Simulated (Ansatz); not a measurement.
**Compressing Na₂Au: a fit and a missing row**

Na₂Au, I4/mcm, a = 7.277 Å, c = 5.636 Å. The structure is a COD entry; whether it is the stable form wasn't checked. Ansatz: r2SCAN, PAW, 500 eV, Γ-centred 8×8×8 mesh on 6 atoms, Gaussian smearing 0.10 eV; no spin polarisation. Shape and atoms are relaxed at each volume; pressure is positive in compression.

```tsv
V (Å³/atom)	P (GPa)
21.887	?
22.633	3.05
23.379	1.90
24.125	0.89
24.871	-0.01
25.617	-0.75
26.363	-1.33
27.358	-2.02
```

Task: Take V0 = 24.871 Å³/atom, count pressures from its P0 = -0.01 GPa, fit the third-order Birch–Murnaghan form to the other rows, and predict the missing pressure.

Result: With the Eulerian strain f = ½[(V0/V)^(2/3) − 1] and y = (P − P0)/[3f(1 + 2f)^(5/2)], the form is the line y = B0 + 1.5 B0 (B0′ − 4) f. Rows (f, y): 0.03244, 26.87; 0.02105, 27.28; 0.01026, 27.79; -0.00975, 26.58; -0.01905, 25.45; -0.03078, 25.51. Means f = 0.0006950, y = 26.580; Σ(Δf)² = 0.003003, ΣΔfΔy = 0.09102; the slope is their ratio. y = 26.56 + 30.31 f GPa, so B0 = 26.6 GPa and B0′ = 4 + 2 × (30.31)/(3 × 26.56) = 4.76. At V = 21.887, f = 0.04447, y = 27.908 and P = 4.60 GPa. The run gave 4.39 GPa, so the fit is 0.21 GPa too high, 3.3 % of the span of the series, against an rms of 0.04 GPa on the fitted rows. The row lies outside the fitted range. The points of y bend away from a line: a fourth-order term fitted to them gives P = 4.36 GPa at this row's volume (the line 4.60, the run 4.39).

Spin–orbit coupling is left out, which can shift energies with elements as heavy as these.

Cost: 8 runs of about 11 core-minutes in all, on Intel Xeon 6975P-C (Granite Rapids) (shared hosts).